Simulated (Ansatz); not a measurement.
# One slab under several functionals: fcc Cu (110), 5 layers

All-electron LAPW in Ansatz 0.2.0, scalar-relativistic, no spin–orbit coupling; no spin polarisation. Each functional has its own bulk lattice constant and relaxed 1×1 slab, with 16 to 20 Å of vacuum and a dipole correction.

| functional | area (Å²) | γ (J/m²) | Φ (eV) | Δd12 (%) |
| --- | --- | --- | --- | --- |
| LDA | 8.75 | 2.11 | ? | -10.0 |
| PBEsol | 8.98 | 1.93 | 4.49 | -9.4 |
| PBE | 9.31 | ? | 4.37 | -9.3 |

**Question.** Give the missing entry: row "LDA", column "Φ (eV)".

**Answer.** 4.72.

**Question.** Give the missing entry: row "PBE", column "γ (J/m²)".

**Answer.** 1.57.
